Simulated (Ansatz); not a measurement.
Na, DFT, LDA, all-electron LAPW, scalar-relativistic (Ansatz 0.2.0), run on 1 thread of Arm Neoverse V1 on a shared host.

The structure is an experimental refinement, used without relaxation. The listed cell was then made from it by scaling, straining or moving an atom.

Command: `ansatz run input.yaml --threads 1 --pin off --max-ram 3072MiB --backend cpu --events-out ev --progress --plain --runs-dir out`

```yaml
crystal:
  lattice:
    - [3.7670009976, -0.03767001, -0.03767001]
    - [-1.9161236844, 3.281153565, -0.0137881806]
    - [-0.06154, -0.06154, 6.154]
  atoms:
    - { symbol: Na, position: [0.3333333333, 0.6666666667, 0.25] }
    - { symbol: Na, position: [0.6666666667, 0.3333333333, 0.75] }
kpoints:
  mp_grid: { grid: [11, 11, 6] }
  band_path:
    path:
      - [0.0, 0.0, 0.0]
      - [0.0, 0.0, 0.5]
      - [-0.5, 0.5, 0.0]
      - [0.0, 0.0, 0.0]
      - [0.0, -0.5, 0.0]
      - [-0.5, 0.0, 0.5]
      - [0.0, 0.0, 0.0]
      - [-0.5, 0.0, 0.0]
      - [0.0, -0.5, 0.5]
    npoints: 5
scf:
  occupations: { method: fermi_dirac, width: 0.05 }
hamiltonian:
  xc: lda
  pseudopotentials: { kind: all_electron, lapw: { basis_error: 0.0005 } }
output:
  forces: true
  stress: true
  eigenvalues: true
```

Question: How large is the problem that the program sets up?

Answer: 364 irreducible k-points, 135 plane waves at Γ, 13 bands.

Question: Estimate the wall time and the peak memory.

Answer: 21 s of wall time for 7 SCF iterations, with a peak of 0.4 GiB. Times on shared machines scatter by tens of per cent.
